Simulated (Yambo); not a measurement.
Yambo run on Rb3AlF6 (space group Fm-3m, No. 225). The wavefunctions are norm-conserving PBEsol (Quantum ESPRESSO, 84 Ry, scalar-relativistic) ones on a 2×2×2 mesh (36 occupied bands); a = b = c = 6.254 Å, α = β = γ = 60.00°.

Yambo input:

```
rim_cut
gw0
dyson
el_el_corr
HF_and_locXC
cohsex
em1s
RandQpts= 1000000
RandGvec= 1 Ry
EXXRLvcs= 84 Ry
VXCRLvcs= 336 Ry
Chimod= "HARTREE"
% BndsRnXs
 1 | 324 |
%
NGsBlkXs= 8 Ry
% LongDrXs
 1.0 | 1.0 | 1.0 |
%
ExtendOut
% QPkrange
 1 | 1 | 36 | 37 |
%
```

k points by index: 1 = Γ.

Resulting energies as the program prints them:

```
#    K-point    Band    Eo [eV]    E [eV]    E-Eo [eV]    Vxc [eV]    Vnlxc [eV]    Sc|Eo [eV]    Re(Z)    Im(Z)
#
    1    36    0.000000    -4.638981    -4.638981    -22.51725    -30.38227    3.226038    1.000000    0.000000
    1    37    6.308592    6.849668    0.541076    -8.599863    -4.320198    -3.738589    1.000000    0.000000
```
(The two width columns are left out.) Convergence of these settings isn't established.

Geometry of the Materials Project entry, not relaxed at this level.

The structure is a Materials Project entry; no match was found in the copy of COD used, and its stability was not checked.
